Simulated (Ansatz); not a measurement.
# Relaxing a structure of InP

The start is a generated cell, InP placed in the zincblende structure type. The structure is fully relaxed (lattice and positions, P = 0) with r2SCAN (plane waves to 500 eV, PAW, scalar-relativistic; Ansatz, a program for electronic structure). The first steps use a coarse 7×7×7 k-mesh.

Starting cell:
```
CELL_PARAMETERS angstrom
      0.00000     2.91591     2.91591
      2.91591     0.00000     2.91591
      2.91591     2.91591     0.00000
ATOMIC_POSITIONS crystal
  P  0.75000 0.75000 0.75000
  In 0.00000 0.00000 0.00000
```

Problem. How large is the pressure on the unrelaxed cell, and of which sign?

Solution. +2.9 GPa (positive: the cell is compressed).

Problem. How much energy is released per atom?

Solution. 8 meV/atom.

Problem. How does the volume change?

Solution. +3.9 %, from 24.79 to 25.77 Å³/atom.

Problem. How do the shortest distances between atoms change?

Solution. The closest pairs of elements (up to four, under 3.6 Å), start → end: In–P 2.53 → 2.56 Å.

Problem. Is the relaxed structure metallic? Give its gap.

Solution. 1.02 eV, direct at Γ (no spin-orbit coupling).

Problem. Give the final cell and atomic positions.

Solution. 
Space group F-43m (No. 216); a = 5.9073 Å, b = 5.9073 Å, c = 5.9073 Å, α = 90.00°, β = 90.00°, γ = 90.00°

```json
[
 {"atom": "P", "site": "4c", "symmetry": "-43m", "x": "0.2500", "y": "0.2500", "z": "0.2500"},
 {"atom": "In", "site": "4a", "symmetry": "-43m", "x": "0.0000", "y": "0.0000", "z": "0.0000"}
]
```
(The calculation used a cell of 2 atoms; values per cell refer to that cell.)

The space group stays F-43m (No. 216) (the run could not lower it); the end is zinc blende type, with 2 atoms in the primitive cell. Final values are on a 10×10×10 k-mesh of the relaxed cell. No spin polarisation in the result.

The run could not lose the symmetry of its start.

All atoms sit on sites fixed by symmetry, so only the cell could relax.
